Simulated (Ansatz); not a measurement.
Zone-centre modes in Ti$_{5}$Si

All numbers below come from Ansatz, DFT PBE, scalar-relativistic, plane waves, PAW. Settings: plane waves to 420 eV, k-mesh 12×12×12 (Γ-centred), Gaussian smearing 0.15 eV. No spin polarisation.

The starting cell (relaxed at this level; it needn't be the usual structure):

```
Ti Si
1.0
     2.52425    1.45737    4.43836
    -2.52425    1.45737    4.43836
     0.00000   -2.91475    4.43836
Ti Si
5 1
Direct
  0.15136 0.15136 0.15136
  0.60456 0.39544 0.00000
  0.00000 0.60456 0.39544
  0.84864 0.84864 0.84864
  0.39544 0.00000 0.60456
  0.50000 0.50000 0.50000
```

Harmonic modes by finite displacements of 0.02 Å, without the LO–TO term.

(1) At this geometry, is the structure stable against these modes?

(2) List the wavenumbers in cm⁻¹.

Answers

(1) Yes: no mode is imaginary beyond 10 cm⁻¹, and only the three translations lie near zero.

(2) 0, 0, 0, 134, 134, 150, 190, 190, 228, 228, 230, 272, 274, 274, 300, 300, 312, 376.

Cost: 1 run of about 14 core-minutes, on Intel Xeon 6975P-C (Granite Rapids) (shared hosts).